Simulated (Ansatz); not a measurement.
SnSe:
```
CELL_PARAMETERS angstrom
      4.24091     0.00000     0.00000
     -2.12045     3.67273     0.00000
      0.00000     0.00000    10.36740
ATOMIC_POSITIONS crystal
  Sn 0.33350 0.00000 0.33333
  Sn 0.00000 0.33350 0.66667
  Sn 0.66650 0.66650 0.00000
  Se 0.33333 0.00000 0.83333
  Se 0.00000 0.33333 0.16667
  Se 0.66667 0.66667 0.50000
```

Relaxed with r²SCAN+D4. Special points in fractions of this cell's reciprocal vectors: Γ (0.000, 0.000, 0.000); M (0.500, 0.000, 0.000); K (0.333, 0.333, 0.000); A (0.000, 0.000, 0.500); L (0.500, 0.000, 0.500); H (0.333, 0.333, 0.500).

Q: List the band energies nearest the Fermi level at these points for DFT-r²SCAN+D4 in the program Ansatz with PAW potentials.

A: In eV from the Fermi level; about four levels below and three above (degenerate sets whole), none deeper than 8.9 eV; points with the same levels are listed once.

```tsv
k	below	above
Γ	-2.69 -2.68 -2.68 -2.68 -0.85 -0.85	1.25 1.25 1.54 1.54 1.54 1.54
M	-3.22 -3.22 -1.69 -1.69	1.45 1.45 2.07 2.08
K	-3.48 -3.48 -3.48 -2.33 -2.32 -2.32	2.49 2.49 2.49
A	-2.59 -2.59 -1.93 -1.93 -0.19	0.33 0.94 0.94
L	-3.44 -3.44 -2.58 -2.58 -0.17	0.34 0.95 0.96
H	-4.56 -4.56 -4.56 -1.28 -1.28 -1.28	1.05 1.05 1.05
```

Space group Fm-3m (rock salt). The start of the workflow was typed in or built on a structure type; the Crystallography Open Database files this formula in space group No. 225, but the cells were not matched. It is not the phase usual at ambient conditions (space group No. 62). Symmetry was held in the r²SCAN+D4 relaxation; whether a distortion lowers the energy is not shown. Point labels and valley counts follow the cell and symmetry of the run, lower than the named group. The Fermi level of a semimetal is unsure by some 0.05 eV on such meshes. Scalar-relativistic: spin–orbit coupling is off unless named, which matters more the heavier the elements.

Potentials: the later of the program's two PAW sets.
